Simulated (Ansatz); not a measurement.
Relaxed PbF2 (fluorite):

```
PbF2
1.0
    0.00000     3.00038     3.00038
    3.00038     0.00000     3.00038
    3.00038     3.00038     0.00000
Pb F
1 2
Direct
  0.00000   0.00000   0.00000
  0.75000   0.75000   0.75000
  0.25000   0.25000   0.25000
```

Computed with PBE (plane waves to 420 eV, PAW, scalar-relativistic; Ansatz, an electronic-structure program). k mesh 8×8×8 (Γ-centred), Fermi-Dirac smearing 0.05 eV. PbF2 was relaxed with its symmetry unable to fall. Spin-orbit coupling is left out, though Pb is heavy.

One atom of the cell was then moved (with its periodic images), all else fixed, and the forces (eV/Å) came out as:

```tsv
atom	Fx	Fy	Fz
Pb1	-0.537	0.000	0.000
F2	0.269	0.000	0.000
F3	0.269	0.000	0.000
```

Question: Which atom was moved, and by which vector (Å)?

Answer: Pb1, by (0.33, 0.00, 0.00), 0.33 Å in all.

(For displaced atoms, the force is minus the slope of the energy, and its curvature is a force constant, which sets phonon frequencies.)
